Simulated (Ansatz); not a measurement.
input.yaml (Ansatz)

```yaml
crystal:
  lattice:
    - [3.6474931493, 0.0, 0.0]
    - [0.0, 3.6474931493, 0.0]
    - [0.0, 0.0, 3.6474931493]
  atoms:
    - { symbol: B, position: [0.0, 1.0, 1.0] }
    - { symbol: B, position: [0.5, 0.5, 0.5] }
    - { symbol: B, position: [0.25, 0.0, 0.5] }
    - { symbol: B, position: [0.75, 0.0, 0.5] }
    - { symbol: B, position: [0.5, 0.25, 1.0] }
    - { symbol: B, position: [0.5, 0.75, 0.0] }
    - { symbol: B, position: [1.0, 0.5, 0.25] }
    - { symbol: B, position: [1.0, 0.5, 0.75] }
hamiltonian:
  xc: r2scan
  pseudopotentials:
    kind: paw
    azcp:
      B: "pseudopotentials/B.paw.azcp"
basis:
  ecutwfc: 500
  fft_grid_basis: typed
kpoints:
  mp_grid: { grid: [9, 9, 9], shift: [0, 0, 0] }
magnetization:
  spin_polarized: false
scf:
  occupations: { method: fermi_dirac, width: 0.1 }
```

Terminal output

```
Engine: ansatz 0.2.0, x86_64-unknown-linux-gnu
Pseudopotentials: kind: paw
Pseudopotential: B, paw, valence charge 3, recommended cutoff 500 eV (meta_gga) 
Functional definition: r2SCAN
  parameter k0 = 0.174
  parameter k1 = 0.065
  parameter a1 = 4.9479
  exchange = r2scan_x(k0 = k0, k1 = k1, a1 = a1)
  correlation = r2scan_c
Crystal: 8 atoms, lattice volume = 48.527 Å³
Basis set: ecut = 500 eV, 1237 PW (Γ), exchange–correlation on 108×108×108 points (64 copies of the dense FFT grid, shifted against one another)
Bands: 20, of which v1, the nominal top of the filled ones, is band 12 counted from 1 (11 counted from 0)
Symmetry: 48 space group operations
Space group: Pm-3n (ITA 223), of the structure as read, at distance tolerance 3.6e-5 Å
k-points: 35 of 729
Non-local potential: B, projectors of the file, l = 0: 2, l = 1: 2, l = 2: 1
PAW form: soft (Blöchl's): semilocal exchange-correlation on the pseudo side does not see the compensation charge
PAW frozen core: B, regenerated for the run's functional (the file was generated under x = pbe(κ = 0.804, μ = 0.2195149727645171), c = pbe(β = 0.06672455060314922))
PAW one-centre angular grid: B, 302 points (default); XC on 160 Gauss nodes
Initial density: superposition of atomic densities (neutral atoms: chi_scale 0, normalization atom), corrected by the library's trained network
Initial wavefunctions: pseudopotential atomic-orbital guess
Functional: x = r2scan, c = r2scan; τ floored in thin density (d = 2e-4 eV/Å³)
SCF iter   1: F=—  HF=-1239.128696 eV  |F-HF|=—  |Δ(HF+E_count)|=         —  Δρ=9.58e-3  dr2=3.46e-2  dr2_τ=6.13e-1  ethr=1.77e-3  ⟨swp⟩=4.5  Hψ=3349  notcnv=0  defer=16
SCF iter   2: F=—  HF=-1239.239866 eV  |F-HF|=—  |Δ(HF+E_count)|=   1.11e-1  Δρ=7.51e-3  dr2=1.84e-2  dr2_τ=1.76e-4  ethr=1.44e-4  ⟨swp⟩=2.0  Hψ=1638  notcnv=0  defer=42
SCF iter   3: F=—  HF=-1239.238478 eV  |F-HF|=—  |Δ(HF+E_count)|=   1.39e-3  Δρ=1.52e-3  dr2=1.41e-3  dr2_τ=1.03e-4  ethr=7.66e-5  ⟨swp⟩=1.0  Hψ=658  notcnv=0  defer=42
SCF iter   4: F=—  HF=-1239.238080 eV  |F-HF|=—  |Δ(HF+E_count)|=   3.98e-4  Δρ=1.08e-3  dr2=3.33e-4  dr2_τ=1.34e-5  ethr=5.85e-6  ⟨swp⟩=2.3  Hψ=1065  notcnv=0  defer=42
SCF iter   5: F=—  HF=-1239.238074 eV  |F-HF|=—  |Δ(HF+E_count)|=   5.42e-6  Δρ=1.26e-4  dr2=4.31e-6  dr2_τ=7.96e-8  ethr=1.39e-6  ⟨swp⟩=1.0  Hψ=658  notcnv=0  defer=42
SCF iter   6: F=—  HF=-1239.238074 eV  |F-HF|=—  |Δ(HF+E_count)|=   3.41e-7  Δρ=1.68e-5  dr2=8.14e-8  dr2_τ=1.02e-9  ethr=4.17e-10  ⟨swp⟩=2.0  Hψ=1937  notcnv=0
SCF iter   7: F=-1239.238074 eV  HF=-1239.238074 eV  |F-HF|=2.78e-10  |Δ(HF+E_count)|=   6.01e-9  Δρ=5.08e-6  dr2=7.64e-9  dr2_τ=7.47e-11  ethr=3.39e-10  ⟨swp⟩=1.0  Hψ=1498  notcnv=0
SCF 1 converged in 7 iterations: F = -1239.238074 eV  dr2 = 7.64e-9
SCF converged after 7 iterations
Free energy (F): -1239.238074 eV
Harris-Foulkes:  -1239.238074 eV  (|F-HF|=2.78e-10)
Internal energy: -1239.180166 eV  (E = F + TS)
E sigma→0 (E₀):  -1239.209120 eV
Entropy (-TS):   -0.057908 eV (-7.239 meV/atom)
Fermi energy:    14.163996 eV
--- Per-component energies (eV) ---
  E_band       = 135.650996
  E_kinetic    = 380.741064
  E_local      = -4.754318  (includes V_loc(G=0)·N_el)
  E_nonlocal   = 90.481381
  E_hartree    = 2.761787
  E_xc         = -250.910887
  E_vxc        = -333.102495  (∫ρ·V_xc dr)
  E_paw        = -638.241114  (= ΣΔE_a)
  E_vpaw       = -20.454027  (= ΣTr[D̂ρ^β])
  E_aug_tail   = -0.000009  (compensation charges beyond the density's cutoff)
  E_vtau       = 17.215637  (kinetic-family band-sum trace: ∫τ·v_τ [+ j·A + Jᵃ·Aᵃ] dr)
  E_ewald      = -819.110534
  E_core_change = -0.147536  (= ΣΔE_core)
  E_smearing   = -0.057908  (= −TS)
  E_closure    = -0.000000  (closes the sum)
  Σ components = -1239.238074   (vs F -1239.238074, Δ=0.00e0)
```
